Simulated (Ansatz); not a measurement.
**Question.** Name crystals whose computed values (r²SCAN (plane waves, PAW; program Ansatz)) fall in these windows: highest Γ mode, no LO–TO term (cm⁻¹) 520 to 700; B₀ by P(V) fit (GPa) 340 to 470.

**Answer.** 

| crystal | highest Γ mode, no LO–TO term (cm⁻¹) | B₀ by P(V) fit (GPa) |
|---|---|---|
| WC, P-6m2 (W on 1a, C on 1f) | 619 | 400 |
| TaN, P-6m2 (Ta on 1b, N on 1e) | 549 | 359 |
Others may fit too.

Not the usual ambient phase: TaN, P-6m2 (Ta on 1b, N on 1e). All cells were relaxed under the symmetry of their starts (and spin orders); stability against distortions was not tested throughout. Named crystals with no word on spin ran without spin polarisation. Spin–orbit coupling is left out wherever it is not named.

Potentials: the earlier of the program's two PAW sets. The files were generated under PBE; for other functionals the program regenerates the frozen cores, and for LDA and PBEsol the local potential too.
